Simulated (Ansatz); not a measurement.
Recipe of this trial structure of CdAuC4N4: two interpenetrating cyanide-bridged diamond nets (P-43m, No. 215). Lengths were set from tabulated atomic sizes, so they are only a guess.

```yaml
crystal:
  lattice:
    - [5.98654, 0.00000, 0.00000]
    - [0.00000, 5.98654, 0.00000]
    - [0.00000, 0.00000, 5.98654]
  atoms:
    - { symbol: Cd, position: [0.50000, 0.50000, 0.50000] }
    - { symbol: C, position: [0.18488, 0.18488, 0.18488] }
    - { symbol: C, position: [0.18488, 0.81512, 0.81512] }
    - { symbol: C, position: [0.81512, 0.18488, 0.81512] }
    - { symbol: C, position: [0.81512, 0.81512, 0.18488] }
    - { symbol: Au, position: [0.00000, 0.00000, 0.00000] }
    - { symbol: N, position: [0.29771, 0.29771, 0.29771] }
    - { symbol: N, position: [0.29771, 0.70229, 0.70229] }
    - { symbol: N, position: [0.70229, 0.29771, 0.70229] }
    - { symbol: N, position: [0.70229, 0.70229, 0.29771] }
```

All numbers below come from DFT PBE, scalar-relativistic, plane waves, PAW (Ansatz 0.2.0). Cutoff 420 eV, Gaussian smearing, Γ-centred meshes. Cell and atoms relax first on a coarse mesh and then on a finer one. In between, the cell is made exact in the group found at 0.06 Å. In metals the finer mesh still leaves noise of several meV/atom or more. The steps can't lower the symmetry of their start. Collinear spin is switched on along the way, since trial moments persisted in a coarse test.

A guess keeps its type if space group and coordination stay and the shape of the cell changes little (axis ratios within about 15 %, angles within 6°); the volume may change.

Task: Does it keep its structure type, or change into something else?

Result: It keeps its type. The symmetry stays P-43m (No. 215). The volume per atom grows by 15.7 %, from 21.5 to 24.8 Å³. The shortest distance stays 1.17 Å (C–N). Counting neighbours within 15 % of an atom's shortest distance, the start has Au 4, C 1, Cd 4, N 1 and the end Au 4, C 1, Cd 4, N 1.

Formation energies are uncorrected and refer to the elements' standard structures at the same level (N₂ as a molecule).

Task: At what energy does it end?

Result: +0.62 eV/atom. It can't be a ground state, since the elements alone are lower.

The last run used collinear spin, a 6×6×6 mesh for its 10-atom cell and Gaussian smearing of 0.10 eV. Spin–orbit coupling, which can matter for Au, is left out. The reference form of C is held partly by dispersion forces, which this level lacks. Another magnetic order may lie lower. A structure relaxed within its symmetry needn't be a true minimum.
